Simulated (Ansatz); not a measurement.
A geometry of MoRu away from equilibrium: step 2 of the relaxation of a relaxed MoRu cell shaken by Gaussian noise of σ = 0.08 Å a coordinate. These are PBE (plane waves to 420 eV, PAW, scalar-relativistic; Ansatz, a quantum-chemistry and plane-wave program) values and carry that method's errors. Γ-centred k-mesh 4×12×7 on the run's cell (coarser than for final values), Fermi–Dirac smearing 0.05 eV.

```yaml
crystal:
  lattice:
    - [9.88651, 0.07478, 0.01704]
    - [0.02085, 2.75473, 0.01759]
    - [0.00779, 0.02886, 4.50971]
  atoms:
    - { symbol: Mo, position: [0.84284, 0.72166, 0.87875] }
    - { symbol: Mo, position: [0.35346, 0.78388, 0.61195] }
    - { symbol: Mo, position: [0.16088, 0.21260, 0.08460] }
    - { symbol: Mo, position: [0.65158, 0.21920, 0.37821] }
    - { symbol: Ru, position: [0.60195, 0.73962, 0.87011] }
    - { symbol: Ru, position: [0.10202, 0.70128, 0.60123] }
    - { symbol: Ru, position: [0.40766, 0.25679, 0.12041] }
    - { symbol: Ru, position: [0.90717, 0.24584, 0.36786] }
```

Predict the force on each atom, in eV/Å.


```
atom     Fx     Fy     Fz
----  -----  -----  -----
Mo1    0.76  -0.04  -0.12
Mo2   -0.34  -0.01  -0.41
Mo3   -0.34  -0.06   0.53
Mo4    0.44   0.04   0.19
Ru5   -0.15   0.14  -0.18
Ru6    0.15   0.08  -0.11
Ru7   -0.23   0.10   0.14
Ru8   -0.29  -0.25  -0.04
```

What is the pressure?

+3.0 GPa, compression positive.

No spin polarisation in the result.

The end of the path is a generated cell of MoRu: the first start was made by placing the elements on the sites of a structure type, and the end was not matched to a known phase here, so it may be hypothetical.
